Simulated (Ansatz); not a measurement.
Be under compression and expansion

```
Be
1.0
    -1.25312    1.25312    1.25312
     1.25312   -1.25312    1.25312
     1.25312    1.25312   -1.25312
Be
1
Cartesian
  0.0000 0.0000 0.0000
```

The conventional cell has a = 2.506 Å, b = 2.506 Å, c = 2.506 Å, α = 90.00°, β = 90.00°, γ = 90.00°. Around Be (atom 1) lie 8 Be at 2.17 Å.

Structure from Materials Project entry mp-20 (possibly hypothetical), not relaxed further.

All numbers are computed: DFT, PBEsol, all-electron LAPW, scalar-relativistic (Ansatz 0.2.0); DFT, PBEsol, PAW with Ansatz's default frozen-core files, scalar-relativistic (Ansatz 0.2.0).

For LAPW: a Γ-centred 23×23×23 k mesh, Fermi–Dirac smearing of 0.03 eV, basis error target 0.25 meV/atom, no spin polarisation. PAW takes a cutoff of 420 eV at this cell (files made with PBE, cores remade for this functional). The Ansatz runs share mesh, smearing and spin set-up. Plane-wave (PAW) pressures include the program's estimate of the Pulay term.

The cell above is scaled evenly, with fractional coordinates and shape held.

Estimate the equilibrium volume and bulk modulus that all-electron LAPW gives for this fixed shape.

V0 = 7.74 Å³/atom, B0 = 125 GPa, B0′ = 3.3, from a third-order Birch–Murnaghan fit to these pressures:
```csv
V/V(cell),V (Å³/atom),"P, LAPW (GPa)","P, PAW (GPa)","free energy over the lowest listed, PAW (meV/atom)"
0.9400,7.399,6.04,6.17,6.4
0.9405,7.403,5.97,6.10,6.2
0.9600,7.556,3.10,3.22,1.8
0.9700,7.635,1.72,1.83,0.6
0.9800,7.714,0.40,0.51,0.0
0.9900,7.792,-0.86,-0.76,0.1
1.0000,7.871,-2.07,-1.97,0.7
1.0100,7.950,-3.22,-3.13,2.0
1.0200,8.029,-4.33,-4.25,3.8
1.0300,8.107,-5.39,-5.31,6.2
1.0400,8.186,-6.41,-6.33,9.0
1.0600,8.343,-8.31,-8.24,16.2
```

PAW's V0 lies 0.08 % from the all-electron value and its B0 0.2 %. Symmetry fixes shape and coordinates here, so this is the relaxed modulus.
